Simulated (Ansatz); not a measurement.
Si:
```
Si
1.0
    2.64001     0.00000     0.00000
   -1.32000     2.28631     0.00000
    0.00000     0.00000     4.55807
Si
2
Cartesian
  0.00000   1.52421   3.41855
  1.32000   0.76210   1.13952
```

Relaxed with r²SCAN.

Map the electron localisation function on the plane through (0.333, 0.667, 0.750) spanned by u = [1, 1, 0] and v = [1, -1, 0] in lattice vectors, from the program Ansatz at the r²SCAN level (PAW).

x is the fraction of u, y of v (the angle between them is 90°; rows are the nearest grid lines); atoms in the plane: Si at (0.00, 0.00), Si at (0.50, 0.50).
```
y \ x   0.000  0.0625  0.188  0.250  0.375  0.438  0.562  0.625  0.750  0.812  0.938   1.00
------  -----  ------  -----  -----  -----  -----  -----  -----  -----  -----  -----  -----
1.00    0.749   0.627  0.429  0.557  0.678  0.633  0.633  0.678  0.557  0.429  0.627  0.749
0.913   0.416   0.412  0.509  0.595  0.582  0.514  0.514  0.582  0.595  0.509  0.412  0.416
0.826   0.673   0.679  0.678  0.637  0.483  0.423  0.423  0.483  0.637  0.678  0.679  0.673
0.783   0.701   0.697  0.656  0.609  0.500  0.463  0.463  0.500  0.609  0.656  0.697  0.701
0.696   0.571   0.580  0.635  0.661  0.655  0.634  0.634  0.655  0.661  0.635  0.580  0.571
0.609   0.589   0.612  0.705  0.686  0.505  0.436  0.436  0.505  0.686  0.705  0.612  0.589
0.522   0.618   0.644  0.677  0.573  0.432  0.592  0.592  0.432  0.573  0.677  0.644  0.618
0.478   0.585   0.613  0.652  0.551  0.425  0.590  0.590  0.425  0.551  0.652  0.613  0.585
0.391   0.450   0.479  0.614  0.620  0.497  0.453  0.453  0.497  0.620  0.614  0.479  0.450
0.304   0.417   0.434  0.552  0.623  0.698  0.704  0.704  0.698  0.623  0.552  0.434  0.417
0.217   0.605   0.611  0.634  0.633  0.610  0.600  0.600  0.610  0.633  0.634  0.611  0.605
0.174   0.606   0.622  0.687  0.686  0.611  0.574  0.574  0.611  0.686  0.687  0.622  0.606
0.0870  0.402   0.405  0.551  0.660  0.682  0.629  0.629  0.682  0.660  0.551  0.405  0.402
0.000   0.749   0.627  0.429  0.557  0.678  0.633  0.633  0.678  0.557  0.429  0.627  0.749
```

The density is the valence pseudo-density with augmentation charge, so density and ELF within about 1 Å of a nucleus are not all-electron values.

Space group P6_3/mmc (hcp (Mg type)). The start of the workflow was typed in or built on a structure type; the Crystallography Open Database copy checked does not list it. It is not the phase usual at ambient conditions (space group No. 227). The r²SCAN relaxation kept the symmetry of its start; whether a distortion lowers the energy is not shown.

Potentials: the earlier of the program's two PAW sets.
